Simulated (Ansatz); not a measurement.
A geometry of Ga away from equilibrium: step 2 of the relaxation of a relaxed Ga cell, doubled along one cell vector, shaken by Gaussian noise of σ = 0.08 Å a coordinate. All values below come from r2SCAN (plane waves to 500 eV, PAW, scalar-relativistic; Ansatz, a program for electronic structure). Γ-centred k-mesh 5×9×12 on the run's cell (coarser than for final values), Fermi–Dirac smearing 0.05 eV.

```
CELL_PARAMETERS angstrom
      8.71156     0.01935     0.01349
     -2.16951     3.74744    -0.00061
      0.00421     0.00199     2.72132
ATOMIC_POSITIONS crystal
  Ga 0.16044 0.65268 0.05723
  Ga 0.65654 0.64218 0.98278
  Ga 0.32393 0.31832 0.93442
  Ga 0.83011 0.31683 0.04322
```

Question: Predict the force on each atom, in eV/Å.

Answer: 
| atom | Fx | Fy | Fz |
|---|---|---|---|
| Ga1 | 0.03 | 0.06 | 0.11 |
| Ga2 | 0.06 | 0.05 | -0.06 |
| Ga3 | 0.06 | -0.02 | -0.14 |
| Ga4 | -0.15 | -0.09 | 0.09 |

Question: What is the pressure?

Answer: +0.1 GPa, compression positive.

Question: How much energy per atom can still be gained by relaxing?

Answer: 0.12 eV/atom; the path ends in Immm (No. 71).

No spin polarisation in the result.

The end of the path is a generated cell of Ga: the first start was made by placing the elements on the sites of a structure type, and the end was not matched to a known phase here, so it may be hypothetical. Known forms of Ga include space group No. 64.
